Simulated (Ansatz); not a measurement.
Consider the following.

GaRu$_{3}$C:
```cif
data_CGaRu3
_chemical_formula_sum 'Ga1 Ru3 C1'
_space_group_name_H-M_alt 'P 1'
_space_group_IT_number 1
_cell_length_a 3.99703
_cell_length_b 3.99703
_cell_length_c 3.99703
_cell_angle_alpha 90.000
_cell_angle_beta 90.000
_cell_angle_gamma 90.000
loop_
_space_group_symop_operation_xyz
  'x, y, z'
loop_
_atom_site_label
_atom_site_type_symbol
_atom_site_fract_x
_atom_site_fract_y
_atom_site_fract_z
_atom_site_occupancy
Ga1 Ga 0.00000 0.00000 0.00000 1
Ru1 Ru 0.00000 0.50000 0.50000 1
Ru2 Ru 0.50000 0.00000 0.50000 1
Ru3 Ru 0.50000 0.50000 0.00000 1
C1 C 0.50000 0.50000 0.50000 1
```

This is the r²SCAN-relaxed structure.

**Question.** All from DFT-r²SCAN in the program Ansatz with PAW potentials, unless another level is named. Estimate the Hill bulk and shear moduli.

**Answer.** 268 and 134 GPa.

**Question.** And the elastic constants (relaxed ions, GPa)?

**Answer.** C11 = 531, C12 = 136, C44 = 103.

Space group Pm-3m (anti-perovskite). The start of the workflow was typed in or built on a structure type; neither database checked (COD, Materials Project) lists it. Its standing as an ambient phase is unchecked. Symmetry was held in the r²SCAN relaxation; its stability against distortions is not shown here. No spin polarisation was allowed. As this level gives no gap, shear constants depend on the k-mesh and smearing (Fermi–Dirac, 0.1 eV here).

Potentials: the earlier of the program's two PAW sets.
